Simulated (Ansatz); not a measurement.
Input and command of a plane-wave DFT calculation in Ansatz:

```yaml
crystal:
  lattice:
    - [0.0, 2.2456227297, 11.1943270792]
    - [1.5833809278, 0.0, 11.1943270792]
    - [1.5833809278, 2.2456227297, 0.0]
  atoms:
    - { symbol: Re, position: [0.0, 0.0, 0.0] }
    - { symbol: W, position: [0.4010683617, 0.4010683617, 0.5989316383] }
    - { symbol: W, position: [0.8004730285, 0.8004730285, 0.1995269715] }
    - { symbol: W, position: [0.1995269715, 0.1995269715, 0.8004730285] }
    - { symbol: W, position: [0.5989316383, 0.5989316383, 0.4010683617] }
basis:
  ecutwfc: 420
kpoints:
  mp_grid: { grid: [14, 14, 14] }
hamiltonian:
  xc: lda
scf:
  occupations: { method: gaussian, width: 0.1 }
output:
  forces: true
  stress: true
  eigenvalues: true
relax:
  adjacent_minimum: "off"
  f_tol: 0.005
  max_steps: 50
  cell: { stress_tol: 0.05 }
```

```bash
ansatz run input.yaml --threads 1 --pin off --max-ram 2560MiB --backend cpu --events-out ev --progress --plain --runs-dir out
```

Processor: Arm Neoverse V1, 1 thread, on a host shared with other jobs.

Estimate time, memory and problem size.

About 8.9 min on 1 thread of Arm Neoverse V1, with other jobs on the host, peak memory 1.1 GiB. It solves 43 bands at 428 k points (the mesh reduced by the symmetry that the task leaves, which can be less than the crystal's) with about 1515 plane waves (on the last cell), in 42 SCF iterations over 6 ionic steps.
